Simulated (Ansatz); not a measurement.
A geometry of CeO2 away from equilibrium: the start of the relaxation of a relaxed CeO2 cell with every coordinate shifted by Gaussian noise of σ = 0.1 Å. These are r2SCAN (plane waves to 500 eV, PAW, scalar-relativistic; Ansatz, an electronic-structure program) values and carry that method's errors. Γ-centred k-mesh 7×7×7 on the run's cell (coarser than for final values), Fermi–Dirac smearing 0.05 eV.

```xyz
3
Lattice="0.0000 2.7187 2.7187 2.7187 0.0000 2.7187 2.7187 2.7187 0.0000" Properties=species:S:1:pos:R:3:forces:R:3 pbc="T T T" free_energy=-7732.520 pressure_GPa=3.3
Ce    -0.0229     0.0761    -0.0667   -0.4487   -0.7188    0.3064
O      1.3333     1.3762     1.1839   -0.1189    0.0105    1.6226
O      4.0006     4.0388     4.1886    0.5676    0.7084   -1.9291
```

Positions in Å, forces in eV/Å, free energy of the cell in eV (comparable only within this code, potentials and settings). Largest force: 2.13 eV/Å, on O3 (atoms numbered as listed); the geometry lies 0.10 eV/atom above the end of its relaxation.

No spin polarisation in the result. No Hubbard U is applied. The f-shell occupation is the one the SCF fell into and was not checked against other states.
